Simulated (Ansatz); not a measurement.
**Si₃N₄ — electrostatic potentials at the N nuclei**

Cell: a computed structure from the Materials Project (it need not be an observed phase), taken as it stands.

Space group P6_3/m (No. 176); a = 7.6045, c = 2.9052 Å, γ = 120.00°.

| site | Wyckoff | site symmetry | x | y | z |
| --- | --- | --- | --- | --- | --- |
| Si | 6h | m.. | 0.2311 | 0.8249 | 0.7500 |
| N7 | 2d | -6.. | 0.3333 | 0.6667 | 0.7500 |
| N9 | 6h | m.. | 0.9692 | 0.6699 | 0.7500 |

One atom of each set is listed.

Level of theory: DFT, r2SCAN, plane waves and PAW (field gradients read without the response of the frozen cores, which leaves them typically 4 to 6 % off), scalar-relativistic, 500 eV cutoff, Γ-centred 4×4×10 k-points, Fermi–Dirac smearing 0.02 eV (Ansatz 0.2.0).

The potential at a nucleus is that of all electrons and the other nuclei. A higher potential binds the core electrons more strongly, so differences between sites of one element are the initial-state part of core-level shifts.

Question: Rank the N sites by the potential at the nucleus, lowest first, and give each against the lowest.
A. N7: 3 Si at 1.73 Å
B. N9: 3 Si at 1.73–1.74 Å

Answer: A (0.00 V), B (0.42 V).
